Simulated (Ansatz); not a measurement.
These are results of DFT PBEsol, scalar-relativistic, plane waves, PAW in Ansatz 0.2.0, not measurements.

Structure of TiAl:

```xyz
2
Lattice="3.1563 0.0000 0.0000 0.0000 3.1563 0.0000 0.0000 0.0000 3.1563" Properties=species:S:1:pos:R:3 pbc="T T T"
Ti    1.5781    1.5781    1.5781
Al    0.0000    0.0000    0.0000
```

Cutoff 420 eV; k points 14×14×14 on the computed 2-atom cell (Γ-centred); Gaussian smearing, width 0.10 eV; no spin polarisation.

Levels along Γ–X–M–Γ–R–X | R–M, in eV from the Fermi level, sorted by energy at each point. Points in fractions of the primitive reciprocal vectors: Γ (0.000 0.000 0.000), X (0.000 0.500 0.000), M (0.500 0.500 0.000), R (0.500 0.500 0.500).
```tsv
point	k (1/Å, with 2π)	band 5	band 6	band 7	band 8	band 9	band 10	band 11
Γ	0.000	-9.36	-1.49	-1.49	1.84	1.84	1.84	4.51
-	0.142	-9.28	-1.53	-1.46	1.69	1.69	1.85	4.16
-	0.284	-9.03	-1.70	-1.35	1.35	1.35	1.88	3.49
-	0.427	-8.62	-2.10	-1.18	0.97	0.97	1.92	2.98
-	0.569	-8.08	-2.79	-0.98	0.63	0.63	1.97	2.80
-	0.711	-7.40	-3.67	-0.78	0.36	0.36	2.01	2.88
-	0.853	-6.63	-4.61	-0.63	0.19	0.19	2.04	3.03
X	0.995	-6.05	-5.25	-0.57	0.14	0.14	2.05	3.10
-	1.137	-6.01	-5.17	-0.55	0.02	0.16	1.97	3.10
-	1.280	-5.91	-4.91	-0.47	-0.31	0.23	1.74	3.08
-	1.422	-5.74	-4.50	-0.75	-0.40	0.34	1.44	3.03
-	1.564	-5.54	-3.95	-1.23	-0.42	0.46	1.15	2.96
-	1.706	-5.32	-3.30	-1.67	-0.64	0.58	0.91	2.89
-	1.849	-5.14	-2.60	-1.98	-1.08	0.67	0.75	2.85
M	1.991	-5.07	-2.10	-2.10	-1.51	0.70	0.70	2.84
-	2.192	-5.25	-2.68	-2.07	-0.83	0.69	0.75	2.86
-	2.393	-5.95	-2.80	-1.99	-0.25	0.69	0.90	2.93
-	2.594	-6.97	-2.31	-1.87	0.00	0.77	1.12	3.10
-	2.795	-7.94	-1.74	-1.71	0.23	0.95	1.38	3.41
-	2.996	-8.71	-1.62	-1.44	0.81	1.26	1.61	3.84
-	3.197	-9.19	-1.53	-1.46	1.53	1.64	1.78	4.29
Γ	3.398	-9.36	-1.49	-1.49	1.84	1.84	1.84	4.51
-	3.645	-9.11	-1.49	-1.49	1.41	1.63	1.63	4.49
-	3.891	-8.40	-1.50	-1.50	0.57	1.09	1.09	4.49
-	4.137	-7.30	-1.62	-1.62	-0.08	0.60	0.60	4.53
-	4.383	-6.00	-2.04	-2.04	-0.17	0.59	0.59	4.55
-	4.630	-4.72	-2.60	-2.60	0.54	1.09	1.09	3.12
-	4.876	-3.67	-3.02	-3.02	1.49	1.92	1.92	1.99
R	5.122	-3.17	-3.17	-3.17	0.77	2.91	2.91	2.96
-	5.323	-3.50	-3.09	-3.06	1.28	1.96	2.01	2.67
-	5.524	-4.17	-2.99	-2.73	0.91	1.15	2.04	2.49
-	5.726	-4.84	-3.21	-2.20	0.42	0.50	1.42	3.20
-	5.927	-5.38	-3.87	-1.51	0.01	0.73	0.87	3.14
-	6.128	-5.75	-4.59	-0.76	-0.32	0.47	1.36	3.10
-	6.329	-5.97	-5.08	-0.51	-0.13	0.22	1.87	3.10
X	6.530	-6.05	-5.25	-0.57	0.14	0.14	2.05	3.10
R	6.530	-3.17	-3.17	-3.17	0.77	2.91	2.91	2.96
-	6.672	-3.33	-3.13	-3.13	1.03	2.04	2.80	2.80
-	6.814	-3.71	-3.01	-3.01	1.11	1.72	2.42	2.42
-	6.957	-4.14	-2.82	-2.82	0.24	1.96	1.96	2.63
-	7.099	-4.53	-2.60	-2.60	-0.49	1.50	1.50	2.87
-	7.241	-4.83	-2.36	-2.36	-1.05	1.09	1.09	2.85
-	7.383	-5.01	-2.17	-2.17	-1.39	0.81	0.81	2.84
M	7.525	-5.07	-2.10	-2.10	-1.51	0.70	0.70	2.84
```

Cost: 1 run of about 0.24 core-minutes, on Arm Neoverse V2 (shared hosts).